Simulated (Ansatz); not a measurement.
Data:

TiPt$_{3}$:
```
CELL_PARAMETERS angstrom
      3.92069     0.00000     0.00000
      0.00000     3.92069     0.00000
      0.00000     0.00000     3.92069
ATOMIC_POSITIONS crystal
  Ti 0.00000 0.00000 0.00000
  Pt 0.00000 0.50000 0.50000
  Pt 0.50000 0.00000 0.50000
  Pt 0.50000 0.50000 0.00000
```

This is the r²SCAN-relaxed structure.

### Question
All from the program Ansatz at the r²SCAN level (PAW), unless another level is named. Predict the formation energy from the elements (no fitted shifts).

### Answer
-0.92 eV/atom.

### Question
Predict the density of states at the Fermi level.

### Answer
0.21 states/eV per atom (mean over ±0.08 eV).

### Question
What about the gap with spin–orbit coupling?

### Answer
none (metallic).

Space group Pm-3m (Cu3Au type). The r²SCAN relaxation kept the symmetry of its start; of distortions, only those at the zone centre were tested. The run is not spin-polarised. The references are the lowest solids computed at this level, not always the standard phases. Scalar-relativistic: spin–orbit coupling is off unless named, which matters more the heavier the elements.

Potentials: the later of the program's two PAW sets.
